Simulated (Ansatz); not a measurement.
Input, command and steps of an Ansatz relaxation.

```yaml
crystal:
  lattice:
    - [-2.0585276093, 2.0585276093, 5.4010872917]
    - [2.0585276093, -2.0585276093, 5.4010872917]
    - [2.0585276093, 2.0585276093, -5.4010872917]
  atoms:
    - { symbol: In, position: [0.25, 0.75, 0.5] }
    - { symbol: In, position: [0.75, 0.25, 0.5] }
    - { symbol: Ru, position: [0.0, 0.0, 0.0] }
    - { symbol: W, position: [0.626, 0.626, 0.0] }
    - { symbol: W, position: [0.374, 0.374, 0.0] }
basis:
  ecutwfc: 420
kpoints:
  mp_grid: { grid: [6, 6, 6] }
hamiltonian:
  xc: pbe
scf:
  occupations: { method: gaussian, width: 0.1 }
  lower_state_search: "off"
output:
  forces: true
  stress: true
  eigenvalues: true
relax:
  adjacent_minimum: "off"
  f_tol: 0.04
  max_steps: 70
  cell: { stress_tol: 0.4 }
```

```bash
ansatz run input.yaml --threads 1 --pin off --max-ram 2560MiB --backend cpu --events-out ev --progress --plain --runs-dir out
```

Level of theory: Ansatz 0.2.0, DFT PBE, scalar-relativistic, plane waves, PAW.

Of 14 frames 10 are shown, positions in Å and forces in eV/Å; the SCF threshold varies from step to step. Steps run on the plane waves of an earlier cell, with a Pulay correction in the pressure. The basis is chosen afresh for the last frame, the zero of the energies, and at times for earlier ones too; energy and pressure can step there, also at an unchanged geometry. Here that happened at step 11 (-38 meV/atom, 2.7 GPa); frames between the last choice of the basis and such a step carry an error that grows, as the cell changes, to that size.

```xyz
5
Lattice="-2.0585 2.0585 5.4011 2.0585 -2.0585 5.4011 2.0585 2.0585 -5.4011" Properties=species:S:1:pos:R:3:forces:R:3 pbc="T T T" step=1 free_energy_over_end_meV_per_atom=1398.68 pressure_GPa=31.83
In    2.0585    0.0000    2.7005    0.0000    0.0000    0.0000
In    0.0000    2.0585    2.7005    0.0000    0.0000    0.0000
Ru    0.0000    0.0000    0.0000    0.0000    0.0000    0.0000
W     0.0000    0.0000    6.7622    0.0000    0.0000  -10.8533
W     0.0000    0.0000    4.0400    0.0000    0.0000   10.8533
5
Lattice="-2.1020 2.1020 5.4152 2.1020 -2.1020 5.4152 2.1020 2.1020 -5.4152" Properties=species:S:1:pos:R:3:forces:R:3 pbc="T T T" step=2 free_energy_over_end_meV_per_atom=606.66 pressure_GPa=13.49
In    2.1020    0.0000    2.7076    0.0000    0.0000    0.0000
In    0.0000    2.1020    2.7076    0.0000    0.0000    0.0000
Ru    0.0000    0.0000    0.0000    0.0000    0.0000    0.0000
W     0.0000    0.0000    6.5843    0.0000    0.0000   -5.2596
W     0.0000    0.0000    4.2461    0.0000    0.0000    5.2596
5
Lattice="-2.1004 2.1004 5.8614 2.1004 -2.1004 5.8614 2.1004 2.1004 -5.8614" Properties=species:S:1:pos:R:3:forces:R:3 pbc="T T T" step=4 free_energy_over_end_meV_per_atom=321.03 pressure_GPa=0.41
In    2.1004    0.0000    2.9307    0.0000    0.0000    0.0000
In    0.0000    2.1004    2.9307    0.0000    0.0000    0.0000
Ru    0.0000    0.0000    0.0000    0.0000    0.0000    0.0000
W     0.0000    0.0000    6.9679    0.0000    0.0000   -0.5617
W     0.0000    0.0000    4.7549    0.0000    0.0000    0.5617
5
Lattice="-2.0626 2.0626 6.1255 2.0626 -2.0626 6.1255 2.0626 2.0626 -6.1255" Properties=species:S:1:pos:R:3:forces:R:3 pbc="T T T" step=5 free_energy_over_end_meV_per_atom=243.98 pressure_GPa=-1.98
In    2.0626    0.0000    3.0627    0.0000    0.0000    0.0000
In    0.0000    2.0626    3.0627    0.0000    0.0000    0.0000
Ru    0.0000    0.0000    0.0000    0.0000    0.0000    0.0000
W     0.0000    0.0000    7.2325    0.0000    0.0000    0.1742
W     0.0000    0.0000    5.0184    0.0000    0.0000   -0.1742
5
Lattice="-1.9242 1.9242 6.6525 1.9242 -1.9242 6.6525 1.9242 1.9242 -6.6525" Properties=species:S:1:pos:R:3:forces:R:3 pbc="T T T" step=7 free_energy_over_end_meV_per_atom=73.53 pressure_GPa=-0.29
In    1.9242    0.0000    3.3262    0.0000    0.0000    0.0000
In    0.0000    1.9242    3.3262    0.0000    0.0000    0.0000
Ru    0.0000    0.0000    0.0000    0.0000    0.0000    0.0000
W     0.0000    0.0000    7.7940    0.0000    0.0000    0.4212
W     0.0000    0.0000    5.5110    0.0000    0.0000   -0.4212
5
Lattice="-1.8546 1.8546 6.9213 1.8546 -1.8546 6.9213 1.8546 1.8546 -6.9213" Properties=species:S:1:pos:R:3:forces:R:3 pbc="T T T" step=8 free_energy_over_end_meV_per_atom=65.77 pressure_GPa=1.63
In    1.8546    0.0000    3.4606    0.0000    0.0000    0.0000
In    0.0000    1.8546    3.4606    0.0000    0.0000    0.0000
Ru    0.0000    0.0000    0.0000    0.0000    0.0000    0.0000
W     0.0000    0.0000    8.0896    0.0000    0.0000    0.1573
W     0.0000    0.0000    5.7529    0.0000    0.0000   -0.1573
5
Lattice="-1.8835 1.8835 6.8165 1.8835 -1.8835 6.8165 1.8835 1.8835 -6.8165" Properties=species:S:1:pos:R:3:forces:R:3 pbc="T T T" step=10 free_energy_over_end_meV_per_atom=56.55 pressure_GPa=0.15
In    1.8835    0.0000    3.4082    0.0000    0.0000    0.0000
In    0.0000    1.8835    3.4082    0.0000    0.0000    0.0000
Ru    0.0000    0.0000    0.0000    0.0000    0.0000    0.0000
W     0.0000    0.0000    7.9804    0.0000    0.0000   -0.0176
W     0.0000    0.0000    5.6525    0.0000    0.0000    0.0176
5
Lattice="-1.8835 1.8835 6.8165 1.8835 -1.8835 6.8165 1.8835 1.8835 -6.8165" Properties=species:S:1:pos:R:3:forces:R:3 pbc="T T T" step=11 free_energy_over_end_meV_per_atom=19.02 pressure_GPa=2.85
In    1.8835    0.0000    3.4082    0.0000    0.0000    0.0000
In    0.0000    1.8835    3.4082    0.0000    0.0000    0.0000
Ru    0.0000    0.0000    0.0000    0.0000    0.0000    0.0000
W     0.0000    0.0000    7.9804    0.0000    0.0000   -0.0208
W     0.0000    0.0000    5.6525    0.0000    0.0000    0.0208
5
Lattice="-1.8663 1.8663 7.0996 1.8663 -1.8663 7.0996 1.8663 1.8663 -7.0996" Properties=species:S:1:pos:R:3:forces:R:3 pbc="T T T" step=13 free_energy_over_end_meV_per_atom=0.12 pressure_GPa=0.00
In    1.8663    0.0000    3.5498    0.0000    0.0000    0.0000
In    0.0000    1.8663    3.5498    0.0000    0.0000    0.0000
Ru    0.0000    0.0000    0.0000    0.0000    0.0000    0.0000
W     0.0000    0.0000    8.2769    0.0000    0.0000    0.0064
W     0.0000    0.0000    5.9223    0.0000    0.0000   -0.0064
5
Lattice="-1.8663 1.8663 7.0996 1.8663 -1.8663 7.0996 1.8663 1.8663 -7.0996" Properties=species:S:1:pos:R:3:forces:R:3 pbc="T T T" step=14 free_energy_over_end_meV_per_atom=0.00 pressure_GPa=0.00
In    1.8663    0.0000    3.5498    0.0000    0.0000    0.0000
In    0.0000    1.8663    3.5498    0.0000    0.0000    0.0000
Ru    0.0000    0.0000    0.0000    0.0000    0.0000    0.0000
W     0.0000    0.0000    8.2769    0.0000    0.0000    0.0065
W     0.0000    0.0000    5.9223    0.0000    0.0000   -0.0065
```

The start puts this composition into another compound's structure type, which needn't suit it. At the end the space group is I4/mmm (tolerance 0.05 Å).

Time: 88 s on 1 thread of Intel(R) Xeon(R) Platinum 8488C (Sapphire Rapids), on a shared host, peak memory 0.47 GiB.

The k mesh is coarse. Spin–orbit coupling is left out, which can shift energies with elements as heavy as these.